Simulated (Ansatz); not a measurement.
PtS₂ (CdI2 type, P-3m1) at seven volumes, DFT-PBE+D3(BJ) in the program Ansatz with PAW potentials, shape and atoms relaxed at each. One row is withheld.

| V (Å³/atom) | P (GPa) |
|---|---|
| 15.742 | 6.42 |
| 16.261 | 3.44 |
| 16.780 | ? |
| 17.299 | 0.00 |
| 17.818 | -0.99 |
| 18.337 | -1.56 |
| 18.856 | -1.91 |

Problem. Fit the shown pressures and predict the withheld one.

Solution. P = (3/2)B₀(x^(7/2) − x^(5/2))[1 + (3/4)(B′ − 4)(x − 1)] with x = (V₀/V)^(2/3). Least squares on the six rows gives V₀ = 17.287 Å³/atom, B₀ = 40.1 GPa, B′ = 12.49. At V = 16.780, x = 1.0200 and P = 1.43 GPa. The run itself gave 1.38 GPa.

The cell was relaxed with PBE+D3(BJ) under the symmetry of its start; of distortions, only those at the zone centre were tested. The run is not spin-polarised. Scalar-relativistic: spin–orbit coupling is off unless named, which matters more the heavier the elements.

Potentials: the later of the program's two PAW sets.
